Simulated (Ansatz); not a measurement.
Relaxed candidate structures of ZrCl:

A. Pm (No. 6), mP4; a = 4.9839 Å, b = 3.3387 Å, c = 5.1502 Å, α = γ = 90.00°, β = 90.22°; Zr 1a (0.585, 0.000, 0.730); Zr 1b (0.400, 0.500, 0.246); Cl 1b (0.870, 0.500, 0.025); Cl 1a (0.106, 0.000, 0.524)

B. P4/mmm (No. 123), tP2, AFLOW prototype AB_tP2_123_a_d (L1_0, as in CuAu); a = b = 3.1393 Å, c = 3.6729 Å, α = β = γ = 90.00°; Zr 1d (0.500, 0.500, 0.500); Cl 1a (0.000, 0.000, 0.000)

C. P6/mmm (No. 191), hP4; a = b = 4.856 Å, c = 5.341 Å, α = β = 90.00°, γ = 120.00°; Cl 2c (0.333, 0.667, 0.000); Zr 1b (0.000, 0.000, 0.500); Zr 1a (0.000, 0.000, 0.000)

D. P6₃/mmc (No. 194), hP8; a = b = 3.2452 Å, c = 16.5111 Å, α = β = 90.00°, γ = 120.00°; Zr 4f (0.333, 0.667, 0.130); Cl 2a (0.000, 0.000, 0.000); Cl 2d (0.667, 0.333, 0.250)

E. Pmn2₁ (No. 31), oP4; a = 3.103 Å, b = 4.389 Å, c = 5.748 Å, α = 90.00°, β = 90.00°, γ = 90.00°; Cl 2a (0.000, 0.578, 0.459); Zr 2a (0.500, 0.079, 0.348)

F. Cmcm (No. 63), oS8; a = 4.469 Å, b = 11.615 Å, c = 3.067 Å, α = 90.00°, β = 90.00°, γ = 90.00°; Zr 4c (0.000, 0.157, 0.750); Cl 4c (0.000, 0.623, 0.250)

Put the candidates in order of energy per atom, lowest first, for PBE (plane waves to 420 eV, PAW, scalar-relativistic; Ansatz, an electronic-structure program).

A (reference, the lowest among the structures calculated here), E (+0.12 eV/atom), D (+0.15 eV/atom), F (+0.21 eV/atom), B (+0.55 eV/atom), C (+1.01 eV/atom)

Probably no minimum, since a slightly shaken restart fell lower: P4/mmm, tP2, AFLOW prototype AB_tP2_123_a_d (L1_0, as in CuAu) (by 0.55 eV/atom, to Pm). 4 runs with a doubtful electronic state, a coarser numerical grid, an end not at rest or a source that can't be used are left out. Each run could gain symmetry but not lose that of its start, so entries can be saddle points. All of these are generated cells (placed on structure types, drawn at random, substituted or restacked) that were not matched to a known phase here. The real structure of this composition may not be among these. Static energies at zero pressure. Each cell has its own k-point mesh; energy differences are given only to the digits this allows. No spin polarisation in the result. No Hubbard U is applied.
